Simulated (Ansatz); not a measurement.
What DFT gives for Lu2Pt3

```
Pt Lu
1.0
     2.08194    3.60602    0.00000
    -2.08194    3.60602    0.00000
     0.00000    0.00000    6.42032
Pt Lu
3 2
Direct
  0.00000 0.00000 0.00000
  0.33330 0.33340 0.64880
  0.66670 0.66660 0.35120
  0.33330 0.33340 0.24220
  0.66670 0.66660 0.75780
```

Single point in Ansatz 0.2.0 with r2SCAN, no spin polarisation. Cutoff 500 eV, PAW datasets, 9×9×5 Γ-centred k mesh, fermi-dirac filling (width 0.0234 eV).

Problem. Where is the largest force?

Solution. The largest is on Lu4 (and as large on other atoms): 3.50 eV/Å, components (0.00, 0.00, -3.50). It makes 106° with the line to a nearest neighbour, Pt3 at 2.50 Å.

Problem. How is the charge shared?

Solution. Bader charges in e: Lu +1.65, Pt -1.21 to -1.04. In the mean Lu gives up most and Pt takes most.

Problem. What happens at the Fermi level?

Solution. It is a metal, with about 1.4 states/eV a cell as the mean within 0.25 eV of the Fermi level, mostly Pt d (37 %), Lu d (30 %) and Pt s (26 %).

Problem. What do density and ELF say about some of the short contacts?

Solution. Pt–Lu at 2.50 Å: least valence density 0.52 e/Å³ and ELF 0.20 there. Pt–Pt at 3.30 Å: least valence density 0.21 e/Å³ and ELF 0.29 there. These are pseudo-fields; inside the PAW spheres they differ from the all-electron ones.

Problem. What is the formation energy?

Solution. -0.57 eV an atom against the elements' usual phases (free molecules for gases, crystals otherwise, with no correction for O₂ or N₂), so it is bound against them; other compounds may still compete. Relaxing would lower it.

Problem. Is the cell too large or too small?

Solution. The pressure is 22.2 GPa (compression positive), so with the atoms held at these fractions the cell would first expand; the forces are large, so a full relaxation may end otherwise. The principal stresses 12.6, 27.0, 27.0 GPa differ, so its shape would change too.

Origin: a known structure type with other elements, at an estimated volume, so it need not be a known compound. Caveats: atoms or cell far from equilibrium.
